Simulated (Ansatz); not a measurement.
**Two states of GdInAu**

```
Gd In Au
1.0
     6.38955    0.53762    0.16893
    -0.61496    5.84055   -0.34630
    -0.97668    1.08013    5.93190
Gd In Au
3 3 3
Direct
  0.61708 0.06963 0.84187
  0.94482 0.21452 0.41973
  0.17163 0.74004 0.24418
  0.72225 0.59194 0.08702
  0.41832 0.29146 0.22920
  0.62939 0.81315 0.43741
  0.07156 0.19594 0.95907
  0.30316 0.44489 0.68023
  0.18595 0.85719 0.74835
```

Single point in Ansatz 0.2.0 with PBE. Cutoff 420 eV, PAW datasets, 3×3×3 (shifted by 0, 0.5, 0.5 steps) k mesh, fermi-dirac filling (width 0.1 eV).

State A: Gd1 up, Gd2 up, Gd3 up (collinear spin). State B: Gd1 up, Gd2 up, Gd3 down (collinear spin).

Task: Compare the two self-consistent states.

Result: State A is lower by 2.9 meV an atom at zero smearing. So small a gap isn't resolved on this mesh where a state is a metal.

```tsv
state	free energy (meV/atom)	largest moment in a small sphere (μB)	net moment (μB/cell)	gap on mesh (eV)	pressure (GPa)	largest force (eV/Å)
A	0.0	7.01	21.74	metal	5.2	1.45
B	2.9	6.96	7.17	metal	5.1	1.45
```

Origin: a disordered cell, so it need not be a known compound. Caveats: the k mesh is coarse if the cell is a metal; f shells without a U or exact exchange are poorly placed.
